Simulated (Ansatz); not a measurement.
SiH$_{8}$N$_{2}$F$_{6}$:
```yaml
crystal:
  lattice:
    - [5.63678, 0.00000, 0.00000]
    - [-2.81839, 4.88159, 0.00000]
    - [0.00000, 0.00000, 8.92700]
  atoms:
    - { symbol: Si, position: [0.66667, 0.33333, 0.74220] }
    - { symbol: Si, position: [0.33333, 0.66667, 0.24220] }
    - { symbol: H, position: [0.89975, 0.79949, 0.05289] }
    - { symbol: H, position: [0.10025, 0.89975, 0.55289] }
    - { symbol: H, position: [0.20051, 0.10025, 0.05289] }
    - { symbol: H, position: [0.10025, 0.20051, 0.55289] }
    - { symbol: H, position: [0.89975, 0.10025, 0.05289] }
    - { symbol: H, position: [0.79949, 0.89975, 0.55289] }
    - { symbol: H, position: [0.56702, 0.43298, 0.40715] }
    - { symbol: H, position: [0.13404, 0.56702, 0.90715] }
    - { symbol: H, position: [0.56702, 0.13404, 0.40715] }
    - { symbol: H, position: [0.43298, 0.56702, 0.90715] }
    - { symbol: H, position: [0.86596, 0.43298, 0.40715] }
    - { symbol: H, position: [0.43298, 0.86596, 0.90715] }
    - { symbol: H, position: [0.00000, 0.00000, 0.70731] }
    - { symbol: H, position: [0.00000, 0.00000, 0.20731] }
    - { symbol: H, position: [0.66667, 0.33333, 0.25199] }
    - { symbol: H, position: [0.33333, 0.66667, 0.75199] }
    - { symbol: N, position: [0.00000, 0.00000, 0.59137] }
    - { symbol: N, position: [0.00000, 0.00000, 0.09137] }
    - { symbol: N, position: [0.66667, 0.33333, 0.36768] }
    - { symbol: N, position: [0.33333, 0.66667, 0.86768] }
    - { symbol: F, position: [0.80830, 0.61659, 0.85246] }
    - { symbol: F, position: [0.19170, 0.80830, 0.35246] }
    - { symbol: F, position: [0.38341, 0.19170, 0.85246] }
    - { symbol: F, position: [0.19170, 0.38341, 0.35246] }
    - { symbol: F, position: [0.80830, 0.19170, 0.85246] }
    - { symbol: F, position: [0.61659, 0.80830, 0.35246] }
    - { symbol: F, position: [0.52488, 0.47512, 0.63402] }
    - { symbol: F, position: [0.04976, 0.52488, 0.13402] }
    - { symbol: F, position: [0.52488, 0.04976, 0.63402] }
    - { symbol: F, position: [0.47512, 0.52488, 0.13402] }
    - { symbol: F, position: [0.95024, 0.47512, 0.63402] }
    - { symbol: F, position: [0.47512, 0.95024, 0.13402] }
```

Relaxed with LDA. Special points in fractions of this cell's reciprocal vectors: Γ (0.000, 0.000, 0.000); M (0.500, 0.000, 0.000); K (0.333, 0.333, 0.000); A (0.000, 0.000, 0.500); L (0.500, 0.000, 0.500); H (0.333, 0.333, 0.500).

### Question
List the band energies nearest the valence-band maximum at these points for DFT-LDA in the program Ansatz with PAW potentials.

### Answer
In eV from the valence-band maximum; about four levels below and three above (degenerate sets whole), none deeper than 8.9 eV; points with the same levels are listed once.

```csv
k,below,above
Γ,-0.11 -0.11 -0.02 0.00 0.00,7.19 9.38 9.72
M,-0.15 -0.09 -0.09 -0.08,9.09 9.36 10.18
K,-0.20 -0.20 -0.12 -0.10 -0.10,9.47 9.78 9.78
A,-0.06 -0.06 -0.06 -0.06,7.99 7.99 10.13 10.13
L,-0.16 -0.16 -0.04 -0.04,9.59 9.59 9.76 9.76
H,-0.18 -0.18 -0.05 -0.05,9.94 9.94 9.97 9.97
```

Space group P6_3mc. The first step of the workflow began from a Materials Project structure, measured or hypothetical; the Crystallography Open Database files this formula in space group No. 186, but the cells were not matched. Whether it is the stable phase at ambient conditions was not checked. The cell was relaxed with LDA under the symmetry of its start. At this level the phase is dynamically unstable (imaginary phonons). The volume lies over 15 % below that of the usual cell of this phase: another minimum, or an error of the functional. A crystal of weakly bound molecules computed without a dispersion correction: the cell and the soft elastic constants depend strongly on that.

Potentials: the later of the program's two PAW sets.
